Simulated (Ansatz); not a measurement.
# Rb3SrCl, before and after

The guess for Rb3SrCl was made by a generator: Sm3TlC type (Pm-3m) distorted into a subgroup (R32, No. 155) (largest shift (Å) 0.44). Its size is a rough estimate.

start.xyz

```xyz
5
Lattice="3.9936 2.3057 3.3986 -3.9936 2.3057 3.3986 0.0000 -4.6114 3.3986" Properties=species:S:1:pos:R:3 pbc="T T T"
Rb    0.4339    2.3057    3.3986
Rb   -2.2137   -0.7771    3.3986
Rb    1.7798   -1.5286    3.3986
Sr    0.0000    0.0000    0.0000
Cl    0.0000    0.0000    5.0979
```

These are results of DFT PBE, scalar-relativistic, plane waves, PAW in Ansatz 0.2.0, not measurements. Cutoff 420 eV, Gaussian smearing, Γ-centred meshes. Cell and atoms relax first on a coarse mesh and then on a finer one. In between, the cell is made exact in the group found at 0.06 Å. In metals the finer mesh still leaves noise of several meV/atom or more. The steps can't lower the symmetry of their start. No spin polarisation.

end.xyz

```xyz
5
Lattice="6.7689 0.0000 0.0000 0.0000 6.7689 0.0000 0.0000 0.0000 6.7689" Properties=species:S:1:pos:R:3 pbc="T T T"
Rb    3.3845    0.0000    3.3845
Rb    3.3845    3.3845    0.0000
Rb    0.0000    3.3845    3.3845
Sr    0.0000    0.0000    0.0000
Cl    3.3845    3.3845    3.3845
```

The symmetry goes from R32 (No. 155) to Pm-3m (No. 221). The end has the antiperovskite type. The volume per atom grows by 65.2 %, from 37.6 to 62.0 Å³. The shortest distance goes from 2.90 Å (Rb–Cl) to 3.38 Å (Rb–Cl). The energy falls by about 0.51 eV/atom (the start's value is from the coarse mesh). The end is written in a standard setting, so origin, axes and order of atoms can differ from the start's.

```yaml
Volume_per_atom: 62.03 Å³
Density: 2.03 g/cm³
Formation_energy: −0.61 eV/atom
Gap_on_the_6×6×6_mesh_of_the_5-atom_cell: 0 eV (a metal)
```

Energies over the elements count from the elements' standard structures at the same level (Cl₂ as a molecule), with no fitted energy shifts. A negative formation energy is needed for stability but isn't enough: competing phases decide.

The last run used Gaussian smearing of 0.10 eV. The end has R-3m (No. 166) at a tolerance of 0.01 Å; the cell shown is made exact in the group found at 0.05 Å. The cell is a metal run without spin; a magnetic state may lie lower. Symmetry constrained the relaxation, so the result can be a saddle point. In all, the 3 runs took 3.1 min on 1 thread of AMD EPYC (Zen 3), with other jobs on the host.
